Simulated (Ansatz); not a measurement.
A relaxed structure of YF3. Space group Pnma (No. 62). Level of theory: PBEsol (plane waves to 420 eV, PAW, scalar-relativistic; Ansatz, a first-principles code).

Space group Pnma (No. 62); a = 6.3313 Å, b = 6.8392 Å, c = 4.3689 Å, α = β = γ = 90.00°

```json
[
 {"atom": "Y", "site": "4c", "symmetry": ".m.", "x": "0.3691", "y": "0.2500", "z": "0.0614"},
 {"atom": "F", "site": "8d", "symmetry": "1", "x": "0.1651", "y": "0.0631", "z": "0.3780"},
 {"atom": "F", "site": "4c", "symmetry": ".m.", "x": "0.0231", "y": "0.2500", "z": "0.9106"}
]
```

Task: Give the band gap at the level PBEsol.

Result: 7.89 eV, direct at Z (no spin-orbit coupling).

No spin polarisation in the result.

The run could not lose the symmetry of its start.
